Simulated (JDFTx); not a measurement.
System: carbon tetrabromide, CBr4 (SMILES BrC(Br)(Br)Br), charge 0, multiplicity 1; geometry: optimised with GFN2-xTB in vacuum (no frequencies checked; largest PBE force component 0.3 eV/Å). Bonds (Å): Br1–C2 1.939, C2–Br3 1.941, C2–Br4 1.941, C2–Br5 1.941. Angles (°): Br1–C2–Br3 109.5, Br1–C2–Br4 109.4, Br1–C2–Br5 109.5, Br3–C2–Br4 109.6, Br3–C2–Br5 109.5, Br4–C2–Br5 109.3.

Method: PBE, GBRV ultrasoft potentials, plane waves to 20/100 Ha, in a modified build of JDFTx. Liquid: CANDLE, water, 2 M NaF. The liquid run sits in a periodic box with 3.75 Å from the outermost atoms to the faces; the vacuum run is isolated. The box matters at about 0.01 eV. Solvation energy here means the total energy in the continuum liquid minus that in vacuum, same nuclei, nothing added for thermal motion or standard states.

| Quantity | Result |
|---|---|
| solvation energy | 2.4 kcal/mol |
| part: cavitation term of the fluid | 16.4 kcal/mol |
| part: dispersion term of the fluid | -11.2 kcal/mol |
| part: electrostatic term of the fluid | -3.5 kcal/mol |
| part: distortion of the solute's electrons | 0.6 kcal/mol |
| highest occupied level in vacuum (zero: vacuum level) | -6.94 eV |
| highest occupied level in the liquid (zero: bulk electrolyte) | -6.76 eV |
| volume of the model's cavity | 335.0 Å³ |
| rough cost, vacuum and liquid run | 2 min and 100 s of core time |
